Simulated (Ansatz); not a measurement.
ScCo:
```
CELL_PARAMETERS angstrom
      3.07147     0.00000     0.00000
      0.00000     3.07147     0.00000
      0.00000     0.00000     3.07147
ATOMIC_POSITIONS crystal
  Co 0.00000 0.00000 0.00000
  Sc 0.50000 0.50000 0.50000
```

Relaxed with PBEsol. Special points in fractions of this cell's reciprocal vectors: Γ (0.000, 0.000, 0.000); X (0.000, 0.500, 0.000); M (0.500, 0.500, 0.000); R (0.500, 0.500, 0.500).

Q: List the band energies nearest the Fermi level at these points for plane-wave PAW PBEsol (Ansatz code).

A: In eV from the Fermi level; about four levels below and three above (degenerate sets whole), none deeper than 8.9 eV; points with the same levels are listed once.

```csv
k,below,above
Γ,-2.99 -2.99 -0.90 -0.90 -0.90,1.91 1.91 4.63 4.63 4.63
X,-1.89 -1.03 -1.03 -0.61,0.36 0.67 2.21 2.21
M,-2.88 -1.69 -1.69 -0.28,0.33 1.24 1.24
R,-1.13 -1.13 -1.13 -0.25 -0.25,5.34 5.34 6.29
```

Space group Pm-3m (CsCl type). The workflow started from an entry of the Crystallography Open Database (COD). Whether it is the stable phase at ambient conditions was not checked. The PBEsol relaxation kept the symmetry of its start; of distortions, only those at the zone centre were tested. The workflow began spin-polarised and lost its moments.

Potentials: the later of the program's two PAW sets.
